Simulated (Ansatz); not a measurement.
What DFT gives for B4C

```
CELL_PARAMETERS angstrom
4.85905 0.42453 0.50833
-0.02468 5.56268 -0.31200
-0.07369 -0.94150 4.64084
ATOMIC_POSITIONS crystal
B 0.50049 0.86051 0.70823
B 0.80458 0.57436 0.55921
B 0.80886 0.94292 0.41454
B 0.13831 0.18625 0.19877
B 0.22412 0.43278 0.95500
B 0.49665 0.95891 0.15756
C 0.20790 0.92115 0.46043
C 0.63356 0.36582 0.88018
B 0.40844 0.23653 0.54578
B 0.71764 0.26708 0.24587
B 0.99008 0.25417 0.63261
B 0.84931 0.01041 0.85731
B 0.21681 0.55055 0.41799
B 0.16754 0.80327 0.96596
C 0.79585 0.68033 0.00024
```

The numbers come from plane-wave PAW DFT (Ansatz): m-r2SCAN, no spin polarisation, 500 eV, 4×4×4 Γ-centred k points, fermi-dirac occupations (width 0.1 eV). Nothing was relaxed.

Question: What is the formation energy?

Answer: 1.93 eV an atom against the elements' usual phases (free molecules for gases, crystals otherwise, with no correction for O₂ or N₂), so at this geometry it isn't bound against them. Relaxing would lower it.

Question: Which element gives electrons and which takes them?

Answer: Bader charges in e: B +0.08 to +0.33, C -0.99 to -0.64. In the mean B gives up most and C takes most.

Question: Where is the largest force?

Answer: The largest is on C7: 2.04 eV/Å, components (1.68, -0.81, -0.84). It makes 66° with the line to a nearest neighbour, B1 at 1.98 Å.

Question: Metal or insulator?

Answer: It is a metal, with about 3.8 states/eV a cell as the mean within 0.25 eV of the Fermi level, mostly B p (51 %), B s (23 %) and C p (19 %).

Question: Describe some of the short contacts.

Answer: C–C at 1.95 Å: least valence density 0.67 e/Å³ and ELF 0.72 there. Both are smooth PAW fields, read partly inside the augmentation spheres.

Origin: a disordered cell, so it need not be a known compound. Caveats: the k mesh is coarse if the cell is a metal; atoms or cell far from equilibrium; m-r2SCAN is r2SCAN with a changed spin dependence that lowers moments.
